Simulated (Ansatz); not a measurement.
Re$_{7}$B$_{3}$ in space group P6_3mc (No. 186; Re on 2b, Re on 6c, Re on 6c, B on 6c), r²SCAN (plane waves, PAW; program Ansatz), all energies at zero smearing, with the estimated change up to a 700 eV cutoff added, with one set of potentials and settings (totals compare only within such a set). Cell of 20 atoms (14 Re, 6 B): -153275.564 eV.

```
element                reference phase  E (eV/atom)
-------  -----------------------------  -----------
Re       P6_3/mmc, 4 atoms in the cell  -10880.8169
B           R-3m, 12 atoms in the cell    -156.5544
```

Formation energy per atom, worked out: (-153275.564 − 14×(-10880.8169) − 6×(-156.5544))/20 = -0.240 eV/atom (-23 kJ per mol of atoms), at 0 K, without zero-point energy or fitted corrections.

The workflow started from a Materials Project entry (that database holds measured and hypothetical structures alike); the Crystallography Open Database copy checked does not list it. Its standing as an ambient phase is unchecked. Symmetry was held in the r²SCAN relaxation; whether a distortion lowers the energy is not shown. No spin polarisation was allowed. The references are the lowest solids computed at this level, not always the standard phases. Spin–orbit coupling is left out wherever it is not named.

Potentials: the later of the program's two PAW sets.
